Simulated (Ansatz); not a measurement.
# Response of PbF$_{2}$ to small distortions

```
Pb F
1.0
     0.00000    2.96985    2.96985
     2.96985    0.00000    2.96985
     2.96985    2.96985    0.00000
Pb F
1 2
Direct
  0.00000 0.00000 0.00000
  0.25000 0.25000 0.25000
  0.75000 0.75000 0.75000
```

Atom numbers follow the list: Pb1, F2, F3.

The cell comes from COD entry 9014557, which wasn't checked; take it as a given geometry.

No spin–orbit coupling, which matters for the heavy atoms here.

Theory: DFT, LDA, all-electron PAW with datasets made for the crystal, scalar-relativistic (Ansatz 0.2.0).

The runs use a Γ-centred 7×7×7 k mesh, Fermi–Dirac smearing of 0.03 eV, cutoff 280 eV (chosen by the program for this cell), no spin polarisation.

The unchanged cell is at -4.90 GPa.

x, y and z are the Cartesian axes of the cell as listed; fractional coordinates follow a strain, and an engineering shear is twice the off-diagonal strain component.

Vzz stands for the principal value of largest size of the field-gradient tensor, whatever its axis.

No spin–orbit coupling: at heavy atoms the gradients can be off by tens of per cent for that reason.

(1) One change gave: energy change +2 meV/atom; stress change (xx, yy, zz, yz, xz, xy) 0.11, 0.11, 0.11, -0.49, -0.49, -0.49 GPa, compression positive; change of the force on F3 (0.030, 0.030, 0.030) eV/Å; Vzz in 10²¹ V/m²: Pb1 0 → 4.54 (η = 0.00), F2 0 → -0.13 (η = 0.00); gap on the k mesh 4.29 → 4.27 eV. Which change was it?
A. equal xy, yz and zx engineering shear strains of +1 %
B. equal xy, yz and zx engineering shear strains of -2 %
C. equal xy, yz and zx engineering shear strains of +2 %
D. equal xy, yz and zx engineering shear strains of -1 %

Answers

(1) C. For equal xy, yz and zx engineering shear strains of -2 %: energy change +2 meV/atom; stress change (xx, yy, zz, yz, xz, xy) 0.12, 0.12, 0.12, 0.61, 0.61, 0.61 GPa, compression positive; change of the force on F2 (0.043, 0.043, 0.043) eV/Å; Vzz in 10²¹ V/m²: Pb1 0 → -5.15 (η = 0.00), F2 0 → 0.10 (η = 0.00); gap on the k mesh 4.29 → 4.25 eV. For equal xy, yz and zx engineering shear strains of -1 %: energy change under 1 meV/atom; stress change (xx, yy, zz, yz, xz, xy) 0.03, 0.03, 0.03, 0.29, 0.29, 0.29 GPa, compression positive; change of the force on F2 (0.020, 0.020, 0.020) eV/Å; Vzz in 10²¹ V/m²: Pb1 0 → -2.50 (η = 0.00), F2 0 → 0.05 (η = 0.00); gap on the k mesh 4.29 → 4.28 eV. For equal xy, yz and zx engineering shear strains of +1 %: energy change under 1 meV/atom; stress change (xx, yy, zz, yz, xz, xy) 0.03, 0.03, 0.03, -0.26, -0.26, -0.26 GPa, compression positive; change of the force on F3 (0.016, 0.016, 0.016) eV/Å; Vzz in 10²¹ V/m²: Pb1 0 → 2.35 (η = 0.00), F2 0 → -0.06 (η = 0.00); gap on the k mesh 4.29 → 4.28 eV.
